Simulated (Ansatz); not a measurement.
ZrC (rock salt, space group No. 225) at seven volumes, PBE (plane waves, PAW; program Ansatz), scaled uniformly. One row is withheld.

| V (Å³/atom) | P (GPa) |
|---|---|
| 11.874 | 25.40 |
| 12.265 | 15.61 |
| 12.657 | 7.21 |
| 13.048 | 0.00 |
| 13.439 | ? |
| 13.831 | -11.51 |
| 14.222 | -16.06 |

Task: Fit the shown pressures and predict the withheld one.

Result: P = (3/2)B₀(x^(7/2) − x^(5/2))[1 + (3/4)(B′ − 4)(x − 1)] with x = (V₀/V)^(2/3). Least squares on the six rows gives V₀ = 13.048 Å³/atom, B₀ = 222 GPa, B′ = 4.07. At V = 13.439, x = 0.9805 and P = -6.17 GPa. The run itself gave -6.19 GPa.

Space group Fm-3m (rock salt). The cell was relaxed with PBE under the symmetry of its start. The run is not spin-polarised.

Potentials: the later of the program's two PAW sets.
